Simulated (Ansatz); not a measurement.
La (dhcp type, space group P6_3/mmc)

```
CELL_PARAMETERS angstrom
      3.77035     0.00000     0.00000
     -1.88517     3.26522     0.00000
      0.00000     0.00000    12.08097
ATOMIC_POSITIONS crystal
  La 0.00000 0.00000 0.00000
  La 0.00000 0.00000 0.50000
  La 0.33333 0.66667 0.25000
  La 0.66667 0.33333 0.75000
```

In this cell atom 3 (La, nearest neighbour La at 3.723 Å; its periodic images, 3.8 Å or more away, move with it) is moved by s along Cartesian [110], unit vector (0.707, 0.707, 0.000); all other atoms and the cell stay fixed.

These are PBE (plane waves to 420 eV, PAW, scalar-relativistic; Ansatz, a quantum-chemistry and plane-wave program) values and carry that method's errors. k mesh 11×11×3 (Γ-centred), Fermi-Dirac smearing 0.05 eV. E stands for the smeared free energy. With partly filled bands, energies and forces of such displacements shift with the k mesh and the smearing. La is run without spin polarisation. La was relaxed with its symmetry unable to fall. The zero of ΔE is the undisplaced structure.

**Question.** Estimate the ΔE (meV/cell) for s (Å) = -0.148, 0.148, 0.296, 0.444, 0.592, 0.740.

**Answer.** 
| s (Å) | ΔE (meV/cell) |
|---|---|
| -0.148 | 5 |
| 0.148 | 5 |
| 0.296 | 22 |
| 0.444 | 52 |
| 0.592 | 99 |
| 0.740 | 162 |

(A displaced cell: forces are minus the slopes of the energy, force constants its curvatures, and phonons follow from these.)
